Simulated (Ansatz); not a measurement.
## Mg: clamped-ion strain scan

Method: DFT LDA, scalar-relativistic, plane waves, PAW in Ansatz 0.2.0. Settings: plane waves to 420 eV, k-mesh 18×18×16 (Γ-centred), Gaussian smearing 0.15 eV. No spin polarisation. Energies are free energies at this smearing, counted from the undisturbed cell; pressure is positive in compression.

Reference structure (as given, not relaxed at this level; it stands at -0.5 GPa; this form isn't the usual structure):

```
Mg
1.0
     3.05030    0.00000    0.00000
    -1.52515    2.64164    0.00000
     0.00000    0.00000    3.04484
Mg
1
Direct
  0.00000 0.00000 0.00000
```

The cell is strained by ε times the Voigt pattern (0, 0, 0, 0, 1, 0) (xx, yy, zz, yz, xz, xy; engineering shear) with fractional coordinates fixed. The cell is metallic on the mesh throughout.

```csv
ε,ΔE (meV/atom),"stress summed along the pattern (GPa, tension positive)",pressure (GPa)
-0.0600,-3.0,0.76,-0.5
-0.0300,-0.6,0.28,-0.5
0.0000,0.0,0.00,-0.5
0.0150,-0.1,-0.12,-0.5
0.0450,-1.5,-0.50,-0.5
0.0525,-2.2,-0.63,-0.5
```

By symmetry 0.0600 repeats -0.0600, -0.0450 repeats 0.0450, 0.0300 repeats -0.0300, -0.0150 repeats 0.0150 in energy, with the opposite slope along the path. All sampled points lie below the start, which is a maximum along this line.